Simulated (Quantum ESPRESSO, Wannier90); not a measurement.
**LiPb (CsCl type): Wannier90 run**

Cell from Materials Project (mp-2314), symmetrised, no further relaxation. COD (Crystallography Open Database) has the formula in 2 space groups, this one among them (matched by group alone). Level: PBEsol, no spin polarisation, no spin-orbit coupling; pw.x of Quantum ESPRESSO at 60 Ry with PseudoDojo potentials, 10×10×10 k-points, Wannier90. Density: 12×12×12 mesh, cold smearing 0.01 Ry. Spin-orbit coupling is left out although heavy elements are present.

On the energy scale of pw.x, whose zero is arbitrary, the Fermi level lies at 8.55 eV.

Input w.win:

```
num_bands = 1
num_wann = 1
exclude_bands = 2-21
num_iter = 1000
conv_tol = 1.0e-6
conv_window = 4
write_hr = true
write_u_matrices = true
auto_projections = true
begin unit_cell_cart
ang
    3.5262600000    0.0000000000    0.0000000000
    0.0000000000    3.5262600000    0.0000000000
    0.0000000000    0.0000000000    3.5262600000
end unit_cell_cart
begin atoms_frac
Li   0.0000000000  0.0000000000  0.0000000000
Pb   0.5000000000  0.5000000000  0.5000000000
end atoms_frac
mp_grid = 10 10 10
begin kpoints
0.0000000000 0.0000000000 0.0000000000
0.0000000000 0.0000000000 0.1000000000
0.0000000000 0.0000000000 0.2000000000
... (997 more lines: the 10x10x10 mesh through Gamma)
end kpoints
```

Input of pw2wannier90.x that gives the overlap and projection files (equivalent; here they were cut from one run over all bands):

```
&inputpp
  outdir = './out'
  prefix = 'pwscf'
  seedname = 'w'
  write_amn = .true.
  write_mmn = .true.
  atom_proj = .true.
  atom_proj_exclude = 2 3 4 5 6 7 8 9 10 11
/
```

Output w.wout (banner and timings cut):

```
                                    ------
                                    SYSTEM
                                    ------

                              Lattice Vectors (Ang)
                    a_1     3.526260   0.000000   0.000000
                    a_2     0.000000   3.526260   0.000000
                    a_3     0.000000   0.000000   3.526260

                   Unit Cell Volume:      43.84731  (Ang^3)

                        Reciprocal-Space Vectors (Ang^-1)
                    b_1     1.781827   0.000000   0.000000
                    b_2     0.000000   1.781827   0.000000
                    b_3     0.000000   0.000000   1.781827

 *----------------------------------------------------------------------------*
 |   Site       Fractional Coordinate          Cartesian Coordinate (Ang)     |
 +----------------------------------------------------------------------------+
 | li   1   0.00000   0.00000   0.00000   |    0.00000   0.00000   0.00000    |
 | pb   1   0.50000   0.50000   0.50000   |    1.76313   1.76313   1.76313    |
 *----------------------------------------------------------------------------*
                                ------------
                                K-POINT GRID
                                ------------

             Grid size = 10 x 10 x 10      Total points = 1000

 *---------------------------------- MAIN ------------------------------------*
 |  Number of Wannier Functions               :                 1             |
 |  Number of Objective Wannier Functions     :                 1             |
 |  Number of input Bloch states              :                 1             |
 |  Output verbosity (1=low, 5=high)          :                 1             |
 |  Timing Level (1=low, 5=high)              :                 1             |
 |  Optimisation (0=memory, 3=speed)          :                 3             |
 |  Length Unit                               :               Ang             |
 |  Post-processing setup (write *.nnkp)      :                 F             |
 |  Using Gamma-only branch of algorithms     :                 F             |
 *----------------------------------------------------------------------------*
 *------------------------------- WANNIERISE ---------------------------------*
 |  Total number of iterations                :              1000             |
 |  Number of CG steps before reset           :                 5             |
 |  Trial step length for line search         :             2.000             |
 |  Convergence tolerence                     :         0.100E-05             |
 |  Convergence window                        :                 4             |
 |  Iterations between writing output         :                 1             |
 |  Iterations between backing up to disk     :               100             |
 |  Write r^2_nm to file                      :                 F             |
 |  Write xyz WF centres to file              :                 F             |
 |  Write on-site energies <0n|H|0n> to file  :                 F             |
 |  Use guiding centre to control phases      :                 F             |
 |  Use phases for initial projections        :                 F             |
 *----------------------------------------------------------------------------*
 *-------------------------------- PLOTTING ----------------------------------*
 |  Plotting Hamiltonian in WF basis          :                 T             |
 *----------------------------------------------------------------------------*

 *---------------------------------- K-MESH ----------------------------------*
 +----------------------------------------------------------------------------+
 |                    Distance to Nearest-Neighbour Shells                    |
 |                    ------------------------------------                    |
 |          Shell             Distance (Ang^-1)          Multiplicity         |
 |          -----             -----------------          ------------         |
 |             1                   0.178183                      6            |
 |             2                   0.251988                     12            |
 |             3                   0.308621                      8            |
 |             4                   0.356365                      6            |
 |             5                   0.398429                     24            |
 |             6                   0.436457                     24            |
 |             7                   0.503977                     12            |
 |             8                   0.534548                     30            |
       ... (lines left out)
 +----------------------------------------------------------------------------+
 | The b-vectors are chosen automatically                                     |
 | The following shells are used:                       1                     |
 +----------------------------------------------------------------------------+
 |                        Shell   # Nearest-Neighbours                        |
 |                        -----   --------------------                        |
 |                          1               6                                 |
 +----------------------------------------------------------------------------+
 | Completeness relation is fully satisfied [Eq. (B1), PRB 56, 12847 (1997)]  |
 +----------------------------------------------------------------------------+
 |                  b_k Vectors (Ang^-1) and Weights (Ang^2)                  |
 |                  ----------------------------------------                  |
 |            No.         b_k(x)      b_k(y)      b_k(z)        w_b           |
 |            ---        --------------------------------     --------        |
 |             1         0.000000    0.000000    0.178183    15.748490        |
 |             2         0.000000    0.178183    0.000000    15.748490        |
 |             3         0.178183    0.000000    0.000000    15.748490        |
 |             4         0.000000    0.000000   -0.178183    15.748490        |
 |             5         0.000000   -0.178183    0.000000    15.748490        |
 |             6        -0.178183    0.000000    0.000000    15.748490        |
 +----------------------------------------------------------------------------+
 |                           b_k Directions (Ang^-1)                          |
 |                           -----------------------                          |
 |            No.           x           y           z                         |
 |            ---        --------------------------------                     |
 |             1         0.000000    0.000000    0.178183                     |
 |             2         0.000000    0.178183    0.000000                     |
 |             3         0.178183    0.000000    0.000000                     |
 +----------------------------------------------------------------------------+

 Starting a new Wannier90 calculation ...

 Reading overlaps from w.mmn

 Reading projections from w.amn

 *------------------------------- WANNIERISE ---------------------------------*
 +--------------------------------------------------------------------+<-- CONV
 | Iter  Delta Spread     RMS Gradient      Spread (Ang^2)            |<-- CONV
 +--------------------------------------------------------------------+<-- CONV

 ------------------------------------------------------------------------------
 Initial State
  WF centre and spread    1  ( -0.000000,  0.000000,  0.000000 )     0.14575470
  Sum of centres and spreads ( -0.000000,  0.000000,  0.000000 )     0.14575470

      0     0.146E+00     0.0000000000        0.1457546997  <-- CONV
        O_D=      0.0000000 O_OD=      0.0000000 O_TOT=      0.1457547 <-- SPRD
 ------------------------------------------------------------------------------
      1     0.000E+00     0.0000000001        0.1457546997  <-- CONV
        O_D=      0.0000000 O_OD=      0.0000000 O_TOT=      0.1457547 <-- SPRD
      2     0.000E+00     0.0000000001        0.1457546997  <-- CONV
        O_D=      0.0000000 O_OD=      0.0000000 O_TOT=      0.1457547 <-- SPRD
      3     0.000E+00     0.0000000001        0.1457546997  <-- CONV
        O_D=      0.0000000 O_OD=      0.0000000 O_TOT=      0.1457547 <-- SPRD
      4     0.000E+00     0.0000000001        0.1457546997  <-- CONV
        O_D=      0.0000000 O_OD=      0.0000000 O_TOT=      0.1457547 <-- SPRD
             <<<     Delta < 1.000E-06  over  4 iterations     >>>
             <<< Wannierisation convergence criteria satisfied >>>
 Final State
  WF centre and spread    1  ( -0.000000,  0.000000,  0.000000 )     0.14575470
  Sum of centres and spreads ( -0.000000,  0.000000,  0.000000 )     0.14575470

         Spreads (Ang^2)       Omega I      =     0.145754700
        ================       Omega D      =     0.000000000
                               Omega OD     =     0.000000000
    Final Spread (Ang^2)       Omega Total  =     0.145754700
```
